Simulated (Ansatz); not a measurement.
NaI:
```cif
data_I4Na4
_chemical_formula_sum 'Na4 I4'
_space_group_name_H-M_alt 'Fm-3m'
_space_group_IT_number 225
_space_group_name_Hall '-F 4 2 3'
_cell_length_a 6.46082
_cell_length_b 6.46082
_cell_length_c 6.46082
_cell_angle_alpha 90.000
_cell_angle_beta 90.000
_cell_angle_gamma 90.000
loop_
_atom_site_label
_atom_site_type_symbol
_atom_site_symmetry_multiplicity
_atom_site_Wyckoff_symbol
_atom_site_fract_x
_atom_site_fract_y
_atom_site_fract_z
_atom_site_occupancy
Na1 Na 4 a 0.00000 0.00000 0.00000 1
I1 I 4 b 0.50000 0.50000 0.50000 1
```
(The calculation used a cell of 2 atoms; values per cell refer to that cell.)

Relaxed with r²SCAN.

Question: Give the optical modes at the zone centre with their infrared and Raman activity from DFPT, r²SCAN (plane waves, PAW; program Ansatz).

Answer: Transverse frequencies, without the LO–TO term; a row sums one degenerate level.

| ω (cm⁻¹) | degeneracy | IR ((D/Å)²/amu) | Raman (Å⁴/amu) | activity | symmetry |
|---|---|---|---|---|---|
| 116 | 3 | 4.87 | 0 | IR | T1u |

Question: How high does the top mode go among those that the LO–TO term moves?

Answer: 172 cm⁻¹ for q along x.

Symmetry was held in the r²SCAN relaxation; phonons on a q-mesh show no instability. Spin–orbit coupling is left out wherever it is not named.

Potentials: the later of the program's two PAW sets.
